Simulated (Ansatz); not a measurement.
## Response of Li to small distortions

```xyz
3
Lattice="1.5505 0.8952 7.5883 -1.5505 0.8952 7.5883 0.0000 -1.7904 7.5883" Properties=species:S:1:pos:R:3 pbc="T T T"
Li    0.0000    0.0000    0.0000
Li    0.0000    0.0000    5.0538
Li    0.0000    0.0000   17.7111
```

Atom numbers follow the list: Li1, Li2, Li3.

Conventional cell: a = 3.101 Å, b = 3.101 Å, c = 22.765 Å, α = 90.00°, β = 90.00°, γ = 120.00°. Li (atom 1) is surrounded by 12 Li at 3.10 Å. Li (atom 2) has 12 Li at 3.09 to 3.10 Å as nearest neighbours.

The structure is an experimental refinement, used without relaxation.

Theory: DFT, PBEsol, all-electron PAW with datasets made for the crystal, scalar-relativistic in Ansatz 0.2.0.

Settings: a Γ-centred 12×12×12 k mesh, Fermi–Dirac smearing of 0.05 eV, cutoff 100 eV (chosen by the program for this cell), no spin polarisation.

The unchanged cell is at -0.54 GPa.

In a metal, stresses and small energies carry noise from the k mesh.

x, y and z are the Cartesian axes of the cell as listed; fractional coordinates follow a strain, and an engineering shear is twice the off-diagonal strain component.

**Question.** One change gave: energy change under 1 meV/atom; stress change (xx, yy, zz, yz, xz, xy) 0.01, -0.01, 0.01, 0.06, 0.07, 0.10 GPa, compression positive. Which change was it?
A. equal xy, yz and zx engineering shear strains of -2 %
B. equal xy, yz and zx engineering shear strains of +2 %
C. equal xy, yz and zx engineering shear strains of +1 %
D. equal xy, yz and zx engineering shear strains of -1 %
E. equal xy, yz and zx engineering shear strains of +3 %
F. equal xy, yz and zx engineering shear strains of -3 %

**Answer.** D. For equal xy, yz and zx engineering shear strains of -3 %: energy change +1 meV/atom; stress change (xx, yy, zz, yz, xz, xy) -0.01, -0.04, 0.09, 0.14, 0.19, 0.29 GPa, compression positive; change of the force on Li2 (-0.014, 0.001, -0.001) eV/Å. For equal xy, yz and zx engineering shear strains of +2 %: energy change under 1 meV/atom; stress change (xx, yy, zz, yz, xz, xy) -0.05, 0.02, 0.04, -0.10, -0.12, -0.19 GPa, compression positive. For equal xy, yz and zx engineering shear strains of -2 %: energy change under 1 meV/atom; stress change (xx, yy, zz, yz, xz, xy) 0.00, -0.03, 0.04, 0.10, 0.13, 0.20 GPa, compression positive. For equal xy, yz and zx engineering shear strains of +1 %: energy change under 1 meV/atom; stress change (xx, yy, zz, yz, xz, xy) -0.02, 0.01, 0.01, -0.05, -0.06, -0.10 GPa, compression positive. For equal xy, yz and zx engineering shear strains of +3 %: energy change +1 meV/atom; stress change (xx, yy, zz, yz, xz, xy) -0.10, 0.04, 0.09, -0.15, -0.19, -0.30 GPa, compression positive; change of the force on Li2 (0.011, 0.000, -0.001) eV/Å.
